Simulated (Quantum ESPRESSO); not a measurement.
Inputs of pw.x and gipaw.x (a modified build of Quantum ESPRESSO, PBE) for BaF$_{2}$; the starting potential comes from an earlier run on another mesh:

```
&CONTROL
  calculation = 'scf'
  prefix = 'x'
  pseudo_dir = './pseudo'
  outdir = './out'
  tprnfor = .true.
/
&SYSTEM
  ibrav = 0
  nat = 3
  ntyp = 2
  ecutwfc = 45
  ecutrho = 180
  occupations = 'fixed'
  nbnd = 12
/
&ELECTRONS
  conv_thr = 1e-11
  startingpot = 'file'
/
ATOMIC_SPECIES
Ba 137.327 Ba.GGA_PBE-JTH.UPF
F 18.998 F.GGA_PBE-JTH.UPF
CELL_PARAMETERS angstrom
    0.000000000000     3.097300675000     3.143993650000
    3.097300675000     0.000000000000     3.143993650000
    3.097300675000     3.097300675000     0.000000000000
ATOMIC_POSITIONS crystal
Ba     0.000000000000     0.000000000000     0.000000000000
F      0.250000000000     0.250000000000     0.250000000000
F      0.750000000000     0.750000000000     0.750000000000
K_POINTS automatic
4 4 4 1 1 1
```

```
&INPUTGIPAW
  job = 'nmr'
  prefix = 'x'
  tmp_dir = './out/'
  restart_mode = 'from_scratch'
  pawproj(1) = .true.
  pawproj(2) = .true.
  use_nmr_macroscopic_shape = .false.
/
```

The cell was made here from a computed Materials Project entry: strained by +1 % along the cube axis and by -0.5 % across it, atoms relaxed (PBE without dispersion, pw.x of Quantum ESPRESSO, symmetry kept). The parent is BaF2 in Fm-3m. Stability against distortions was not tested.

Task: Give the final section of the GIPAW output.

Result: 
```
     f-sum rule (should be   -24.4226):
           -24.4225          0.0000          0.0000
             0.0000        -24.4225          0.0000
            -0.0000          0.0000        -24.4225

     Total NMR chemical shifts in ppm: ---------------------------------------
     (adopting the Simpson convention for anisotropy and asymmetry)-----------

     Atom  1  Ba  pos: (  0.000000  0.000000  0.000000)  Total sigma:        5247.52
          5243.0893          0.0000          0.0000
            -0.0000       5243.0893         -0.0000
             0.0000         -0.0000       5256.3913

     Ba      1    anisotropy:     13.30    eta:    0.0000
     Ba      1    sigma_11=   5243.09
     Ba      1    sigma_22=   5243.09
     Ba      1    sigma_33=   5256.39

     Atom  2  F   pos: (  0.350899  0.350899  0.356188)  Total sigma:         145.20
           143.9729          0.0000          0.0000
            -0.0000        143.9729         -0.0000
             0.0000         -0.0000        147.6487

     F       2    anisotropy:      3.68    eta:    0.0000
     F       2    sigma_11=    143.97
     F       2    sigma_22=    143.97
     F       2    sigma_33=    147.65

     Atom  3  F   pos: (  1.052696  1.052696  1.068565)  Total sigma:         145.20
           143.9729          0.0000         -0.0000
             0.0000        143.9729         -0.0000
            -0.0000          0.0000        147.6487

     F       3    anisotropy:      3.68    eta:    0.0000
     F       3    sigma_11=    143.97
     F       3    sigma_22=    143.97
     F       3    sigma_33=    147.65
```
The printed anisotropy is 3/2 (σ_33 − σ_iso) in the program's own order; the axes are left out here. Anisotropies that symmetry doesn't fix are less certain than the isotropic values. These are absolute shieldings with no macroscopic susceptibility term; δ = σ_ref − σ needs a reference computed alike. In our sweeps, cutoffs and meshes of this size left a few ppm, and up to some 20 ppm on atoms from Zn on. No spin–orbit coupling; Ba is the heaviest element present.
